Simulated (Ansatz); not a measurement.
Ansatz (a quantum-chemistry and plane-wave program) input:

Ansatz 0.2 input:
```yaml
crystal:
  lattice:
    - [5.8352927255, 0.0, 0.0]
    - [0.0, 8.1434234567, 0.0]
    - [0.0, 0.0, 5.6979078095]
  atoms:
    - { symbol: La, position: [0.9542547767, 0.25, 0.0118425423] }
    - { symbol: La, position: [0.0457452233, 0.75, 0.9881574577] }
    - { symbol: La, position: [0.5457452233, 0.75, 0.5118425423] }
    - { symbol: La, position: [0.4542547767, 0.25, 0.4881574577] }
    - { symbol: O, position: [0.2966728568, 0.9461629922, 0.7035161686] }
    - { symbol: O, position: [0.7033271432, 0.4461629922, 0.2964838314] }
    - { symbol: O, position: [0.2033271432, 0.0538370078, 0.2035161686] }
    - { symbol: O, position: [0.7966728568, 0.5538370078, 0.7964838314] }
    - { symbol: O, position: [0.7033271432, 0.0538370078, 0.2964838314] }
    - { symbol: O, position: [0.2966728568, 0.5538370078, 0.7035161686] }
    - { symbol: O, position: [0.7966728568, 0.9461629922, 0.7964838314] }
    - { symbol: O, position: [0.2033271432, 0.4461629922, 0.2035161686] }
    - { symbol: Sc, position: [0.5, 0.0, 0.0] }
    - { symbol: Sc, position: [0.5, 0.5, 0.0] }
    - { symbol: Sc, position: [0.0, 0.0, 0.5] }
    - { symbol: Sc, position: [0.0, 0.5, 0.5] }
    - { symbol: O, position: [0.5350369957, 0.25, 0.8988838049] }
    - { symbol: O, position: [0.4649630043, 0.75, 0.1011161951] }
    - { symbol: O, position: [0.9649630043, 0.75, 0.3988838049] }
    - { symbol: O, position: [0.0350369957, 0.25, 0.6011161951] }
kpoints:
  mp_grid: { grid: [4, 4, 4] }
hamiltonian:
  xc: pbe
  pseudopotentials: { kind: paw }
scf:
  occupations: { method: fixed }
phonons:
  method: dfpt
  response_accuracy: low
  qmesh: [2, 2, 2]
  interpolated_qmesh: [9, 7, 10]
  dielectric: true
  rigid_motions: translations
  temperatures: { t_max: 1000, t_step: 50 }
  qpath:
    path:
      - [[0.0, 0.0, 0.0], [0.5, 0.0, 0.0], [0.5, 0.5, 0.0], [0.0, 0.5, 0.0], [0.0, 0.0, 0.0], [0.0, 0.0, 0.5], [0.5, 0.0, 0.5], [0.5, 0.5, 0.5], [0.0, 0.5, 0.5], [0.0, 0.0, 0.5]]  # Γ-X-S-Y-Γ-Z-U-R-T-Z
      - [[0.5, 0.0, 0.0], [0.5, 0.0, 0.5]]  # X-U
      - [[0.0, 0.5, 0.0], [0.0, 0.5, 0.5]]  # Y-T
      - [[0.5, 0.5, 0.0], [0.5, 0.5, 0.5]]  # S-R
    npoints: 7
```

Output (shortened):

```
WARN phonons: the dynamical matrix that this run interpolates holds no multipole term above the dipole-dipole one, and a site of this crystal is no centre of …
Pseudopotential: La, paw, valence charge 11
Pseudopotential: O, paw, valence charge 6
Pseudopotential: Sc, paw, valence charge 11
Functional definition: PBE
Crystal: 20 atoms, lattice volume = 270.760 Å³
Basis set: ecut = 420 eV, 5355 PW (Γ), exchange–correlation on 80×120×80 points (8 copies of the dense FFT grid, shifted against one another)
Bands: 100, of which v1, the nominal top of the filled ones, is band 80 counted from 1 (79 counted from 0)
Symmetry: 8 space group operations
k-points: 36 of 64 (irreducible under 1 space group operation, time reversal used)
SCF 1 converged in 10 iterations: F = -40393.492383 eV  dr2 = 5.24e-12
── the response to a field inside a basis, on 6×4×6 k-points: an SCF that follows is theirs, and a resumed run solves both again ──
Crystal: 20 atoms, lattice volume = 270.760 Å³
Bands: 81, of which v1, the nominal top of the filled ones, is band 80 counted from 1 (79 counted from 0)
k-points: 18 of 144
SCF 1 converged in 4 iterations: F = -40393.214115 eV  dr2 = 7.93e-8
SCF converged after 10 iterations
Free energy (F): -40393.492383 eV
Harris-Foulkes:  -40393.492383 eV  (|F-HF|=0.00e0)
Internal energy: -40393.492383 eV  (E = F + TS)
E sigma→0 (E₀):  -40393.492383 eV
Fermi energy:    9.714461 eV
--- Per-component energies (eV) ---
  E_band       = -485.650139
  E_kinetic    = 3931.304480
  E_local      = -7845.435353  (includes V_loc(G=0)·N_el)
  E_nonlocal   = 1273.031384
  E_hartree    = 2777.222965
  E_xc         = -1877.254587
  E_vxc        = -2259.263995  (∫ρ·V_xc dr)
  E_paw        = -27380.120194  (= ΣΔE_a)
  E_vpaw       = -1139.761956  (= ΣTr[D̂ρ^β])
  E_aug_tail   = 0.029341  (compensation charges beyond the density's cutoff)
  E_ewald      = -11272.270418
  E_smearing   =  0.000000  (= −TS)
  E_closure    = 0.000000  (closes the sum)
  Σ components = -40393.492383   (vs F -40393.492383, Δ=0.00e0)
--- Band table (eV; the first three rows and the last of 36) ---
  k-point 0: bands = ["-37.1982", "-37.1958", "-37.1935", "-37.1913", "-20.1611", "-20.1340", "-20.0758", "-20.0480", "-16.0251", "-15.9975", "-15.9948", "-15.9920", "-15.9918", "-15.9678", "-15.8955", "-15.8766", "-15.8730", "-15.8722", "-15.8669", …
  k-point 1: bands = ["-37.1975", "-37.1951", "-37.1942", "-37.1919", "-20.1503", "-20.1216", "-20.0883", "-20.0590", "-16.0172", "-15.9971", "-15.9786", "-15.9764", "-15.9758", "-15.9598", "-15.9038", "-15.8907", "-15.8906", "-15.8892", "-15.8686", …
[...]
        269.27      1             0.0000
        273.60      1             0.0000
        283.65      1             0.0894
        288.05      1             0.0000
        299.07      1            21.3271
        306.04      1            51.8889
        306.38      1            35.1690
        309.99      1             0.0000
        321.89      1             0.0000
        333.77      1            29.3814
        334.81      1             0.4007
        335.37      1             0.0000
        338.89      1             0.0000
        364.97      1             3.4019
        389.16      1             0.0000
        389.93      1             0.0000
        394.27      1             7.6319
        394.82      1             0.0000
        407.09      1             0.0000
        417.79      1             6.4644
        425.48      1             0.5923
        426.16      1             0.0576
        435.85      1             0.0000
        440.37      1            18.7182
        442.71      1             0.0000
        446.15      1             0.0000
        448.75      1             0.0000
        474.72      1            10.9018
        476.51      1             0.0000
        507.54      1             1.4008
        577.83      1             0.0000
        601.24      1           160.3910
        618.75      1             0.0000
        635.40      1             0.0000
  optical modes at Γ + LO–TO along q̂ = [0.0000, 0.0000, 1.0000]:
      ω (cm⁻¹)  modes    IR ((D/Å)²/amu)
         87.50      1             0.0000
         98.29      1             1.5222
         99.50      1             0.0000
        101.97      1             0.0180
        108.02      1             0.0000
        112.03      1             0.0000
        114.15      1             0.0000
        125.32      1            37.7839
        139.09      1             0.0000
        139.70      1             0.0000
        152.66      1             0.0000
        160.61      1            47.3023
        166.98      1             0.0000
        178.16      1             2.4682
        190.54      1             1.3167
        192.56      1             0.0000
        212.89      1             2.2047
        215.46      1             0.0000
        217.16      1             0.0000
        234.66      1             0.0000
        247.17      1             0.0763
        261.57      1            45.8499
        269.27      1             0.0000
        272.61      1            64.0953
        273.60      1             0.0000
        279.69      1             0.6257
        288.05      1             0.0000
        290.39      1            38.9309
        299.07      1            21.3271
        306.38      1            35.1690
        309.99      1             0.0000
        321.89      1             0.0000
        325.15      1             0.3194
        335.37      1             0.0000
        338.89      1             0.0000
        339.44      1             8.3884
        363.48      1             0.1394
        389.16      1             0.0000
        389.93      1             0.0000
        394.27      1             7.6319
        394.82      1             0.0000
        407.09      1             0.0000
        424.67      1             0.2634
        426.09      1             0.0310
        435.85      1             0.0000
        440.37      1            18.7182
        442.71      1             0.0000
        443.09      1            17.4368
        446.15      1             0.0000
        448.75      1             0.0000
        458.38      1             7.2213
        476.51      1             0.0000
        507.54      1             1.4008
        577.83      1             0.0000
        618.75      1             0.0000
        619.26      1           179.8678
        635.40      1             0.0000
  non-analytic LO–TO correction: the dipole-dipole term of the run's Born effective charges and high-frequency dielectric tensor (where they are solved with …
--- Phonons (arbitrary-q DFPT): 8 irreducible q on the 2×2×2 mesh ---
  q = [0.0000, 0.0000, 0.0000] (star 1, of the zone-centre solve; hermiticity 7.92e-6, symmetrization 4.72e-6):  0.00  0.00  0.00 87.50 98.29 99.50 100.57 108.02 112.03 114.15 125.32 139.09 139.70 149.19 152.66 160.61 166.98 178.16 192.56 212.89 215.46 217.16 …
  q = [0.0000, 0.0000, -0.5000] (star 1, 12 solved perturbations in 396 linear systems a pass and spin channel, the states on 36 of 64 k-point pairs; hermiticity 4.46e-6, symmetrization 4.84e-7): 79.76 79.76 85.11 85.11 85.30 85.30 92.31 92.31 106.10 106.10 …
  q = [0.0000, -0.5000, 0.0000] (star 1, 12 solved perturbations in 396 linear systems a pass and spin channel, the states on 36 of 64 k-point pairs; hermiticity 3.92e-6, symmetrization 4.34e-14): 70.13 70.13 71.90 71.90 88.09 88.09 101.90 101.90 121.15 …
  q = [0.0000, -0.5000, -0.5000] (star 1, 12 solved perturbations in 396 linear systems a pass and spin channel, the states on 36 of 64 k-point pairs; hermiticity 4.62e-6, symmetrization 1.22e-6): 81.24 81.24 88.33 88.33 89.33 89.33 92.54 92.54 98.74 98.74 …
  q = [-0.5000, 0.0000, 0.0000] (star 1, 12 solved perturbations in 396 linear systems a pass and spin channel, the states on 36 of 64 k-point pairs; hermiticity 1.92e-5, symmetrization 9.60e-6): 77.81 77.81 86.69 86.69 92.48 92.48 94.00 94.00 109.61 109.61 …
  q = [-0.5000, 0.0000, -0.5000] (star 1, 12 solved perturbations in 396 linear systems a pass and spin channel, the states on 36 of 64 k-point pairs; hermiticity 1.27e-5, symmetrization 6.16e-6): 69.99 69.99 74.12 74.12 86.19 86.19 99.03 99.03 99.06 99.06 …
  q = [-0.5000, -0.5000, 0.0000] (star 1, 12 solved perturbations in 396 linear systems a pass and spin channel, the states on 36 of 64 k-point pairs; hermiticity 1.22e-5, symmetrization 5.32e-6): 75.10 75.10 75.10 75.10 88.21 88.21 88.21 88.21 114.96 114.96 …
  q = [-0.5000, -0.5000, -0.5000] (star 1, 12 solved perturbations in 396 linear systems a pass and spin channel, the states on 36 of 64 k-point pairs; hermiticity 1.11e-5, symmetrization 4.93e-6): 81.76 81.76 81.76 81.76 89.01 89.01 89.01 89.01 116.60 116.60 …
  sum rule: each row above includes the acoustic sum rule's correction from the zone centre's row sums; it moved no ω² by more than (1.85 cm⁻¹)²
  mesh force constants: q→R imaginary residual 0.00e0; ASR residual 4.101e-4 → 0.000e0 eV/Å²; symmetrization residual 1.243e-14 eV/Å²
  interpolated dispersion: 89 rows × 60 modes
  density of states and harmonic sums: on the 9×7×10 q-mesh, interpolated from the force constants of a 2×2×2 supercell (with the dipole–dipole term)
  largest difference from the sums on the solved wave vectors: F 7.92e-2 eV, S 1.12e-4 and C_V 3.14e-5 eV/K
  zero-point energy: 1.099482 eV/cell   skipped modes (ω ≤ 0): 3   left out of the sums: 7.94e-5 of the cell's modes …
```

Cost: very roughly 3 core-hours on shared cores.

Space group Pnma. The PBE relaxation kept the symmetry of its start. No spin polarisation was allowed. Spin–orbit coupling is left out wherever it is not named.

Potentials: the later of the program's two PAW sets.

Ansatz is a plane-wave DFT program.
